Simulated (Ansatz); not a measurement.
SiNi:
```xyz
8
Lattice="5.0925 0.0000 0.0000 0.0000 3.3578 0.0000 0.0000 0.0000 5.5661" Properties=species:S:1:pos:R:3 pbc="T T T"
Ni     0.0397     0.8394     1.0528
Ni     2.5066     2.5183     3.8358
Ni     2.5859     0.8394     1.7303
Ni     5.0528     2.5183     4.5133
Si     1.6360     2.5183     0.4687
Si     0.9103     0.8394     3.2517
Si     4.1822     2.5183     2.3144
Si     3.4566     0.8394     5.0974
```

Relaxed with r²SCAN.

Task: Decompose the optical modes at the zone centre into irreducible representations, and say which are infrared and Raman allowed.

Result: Point group mmm: Γ_opt = 4Ag + 2Au + 2B1g + 3B1u + 4B2g + B2u + 2B3g + 3B3u. Infrared: B1u, B2u, B3u. Raman: Ag, B1g, B2g, B3g.

Task: Assign frequencies (DFPT, r²SCAN (plane waves, PAW; program Ansatz)).

Result: B1g 158, Au 171, B3u 190, B3g 197, Ag 207, Ag 225, B1u 230, B2g 238, B2g 262, B1u 288, Ag 301, Au 303, B3u 303, B3g 332, B2u 334, B2g 343, B1g 348, Ag 368, B1u 394, B3u 397, B2g 414 cm⁻¹.

Subscripts of B labels follow the axes of the standard setting.

Space group Pnma. Symmetry was held in the r²SCAN relaxation. The workflow began spin-polarised and lost its moments. As this level gives no gap, phonon frequencies hold no LO–TO term and depend on the k-mesh and smearing (Fermi–Dirac, 0.1 eV here).

Potentials: the later of the program's two PAW sets.
